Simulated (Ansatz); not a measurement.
LaZrNO$_{2}$:
```yaml
crystal:
  lattice:
    - [-2.94130, 2.94573, 4.08926]
    - [2.94130, -2.94573, 4.08926]
    - [2.94130, 2.94573, -4.08926]
  atoms:
    - { symbol: La, position: [0.75000, 0.97842, 0.22842] }
    - { symbol: La, position: [0.25000, 0.52158, 0.27158] }
    - { symbol: Zr, position: [0.01564, 0.75000, 0.76564] }
    - { symbol: Zr, position: [0.48436, 0.25000, 0.73436] }
    - { symbol: N, position: [0.31389, 0.56389, 0.75000] }
    - { symbol: N, position: [0.18611, 0.93611, 0.25000] }
    - { symbol: O, position: [0.75000, 0.39118, 0.64118] }
    - { symbol: O, position: [0.25000, 0.10882, 0.85882] }
    - { symbol: O, position: [0.80933, 0.55933, 0.25000] }
    - { symbol: O, position: [0.69067, 0.94067, 0.75000] }
```

Relaxed with r²SCAN. Special points in fractions of this cell's reciprocal vectors: Γ (0.000, 0.000, 0.000); X (0.500, 0.500, -0.500); F2 (0.379, 0.621, -0.379); Σ0 (-0.379, 0.379, 0.379); Y0 (0.380, -0.380, 0.380); U0 (0.620, 0.380, -0.380); R (0.000, 0.500, 0.000); W (0.250, 0.250, 0.250); S (0.500, 0.000, 0.000); T (0.000, 0.000, 0.500).

Task: List the band energies nearest the valence-band maximum at these points for r²SCAN in the plane-wave PAW code Ansatz.

Result: In eV from the valence-band maximum; about four levels below and three above (degenerate sets whole), none deeper than 8.9 eV; points with the same levels are listed once.

```csv
k,below,above
Γ,-0.84 -0.47 -0.44 -0.41,2.66 3.10 3.30
X,-1.67 -0.89 -0.47 0.00,2.85 3.79 3.79
F2,-1.30 -1.14 -0.81 -0.25,3.30 3.83 3.90
Y0,-1.40 -1.15 -0.99 -0.16,3.25 3.85 3.88
R,-1.25 -0.78 -0.64 -0.48,3.68 3.82 3.88
W,-0.91 -0.91 -0.52 -0.52,3.65 3.65 4.02 4.02
S,-1.70 -1.12 -0.63 -0.34,3.78 3.98 3.98
T,-1.00 -0.92 -0.60 -0.42,3.24 3.84 4.07
```

Space group I2_12_12_1. The start of the workflow was typed in or built on a structure type; neither database checked (COD, Materials Project) lists it. Its standing as an ambient phase is unchecked. Symmetry was held in the r²SCAN relaxation; whether a distortion lowers the energy is not shown. The run is not spin-polarised. Scalar-relativistic: spin–orbit coupling is off unless named, which matters more the heavier the elements.

Potentials: the earlier of the program's two PAW sets.
